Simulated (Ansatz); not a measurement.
## HgO, first-principles data

HgO:
```xyz
2
Lattice="3.2878 0.0000 0.0000 -1.6439 2.8473 0.0000 0.0000 0.0000 3.0234" Properties=species:S:1:pos:R:3 pbc="T T T"
Hg     0.0000     0.0000     0.0000
O      1.6439     0.9491     1.5117
```

Space group P-6m2 (No. 187); conventional cell a = 3.2878 Å, b = 3.2878 Å, c = 3.0234 Å, α = 90.00°, β = 90.00°, γ = 120.00°.

Method: the program Ansatz at the PBEsol level (PAW). Geometry: relaxed at this level of theory. Other levels are named where they apply.

### Cell and energy

```json
{
 "volume_per_atom": "14.15 Å³",
 "density": "12.71 g/cm³",
 "Formation energy from the elements (no fitted shifts)": "-0.087 eV/atom"
}
```

### Electronic structure

```json
{
  "electronic_character": "metallic (no gap)",
  "Density of states at the Fermi level": "0.38 states/eV per atom (mean over ±0.08 eV)"
}
```

### Mechanics

```json
{
 "Bulk modulus (Birch–Murnaghan fit)": "123 GPa",
 "Pressure derivative B′": "4.8",
 "Elastic constants (relaxed ions, GPa)": "C11 = 154, C12 = 98.3, C13 = 105, C33 = 252, C44 = -21.6",
 "mechanical_stability": "unstable (C has a negative eigenvalue)"
}
```

### Phonons

```json
{
 "highest_zone_centre_frequency": "223 cm^-1",
 "zone_centre_stability": "no imaginary mode at Γ"
}
```

A made-up cell: these elements were put on the sites of a structure type; neither database checked (COD, Materials Project) lists it. COD files the formula under space group No. 44, 62, so this cell is another polymorph or a model. Its standing as an ambient phase is unchecked. The cell was relaxed with PBEsol under the symmetry of its start. As this level gives no gap, shear constants depend on the k-mesh and smearing (Fermi–Dirac, 0.1 eV here). As this level gives no gap, phonon frequencies hold no LO–TO term and depend on the k-mesh and smearing (Fermi–Dirac, 0.1 eV here). The references are the lowest solids computed at this level, not always the standard phases (solids in place of the gases). Spin–orbit coupling is left out wherever it is not named.

Potentials: the later of the program's two PAW sets.
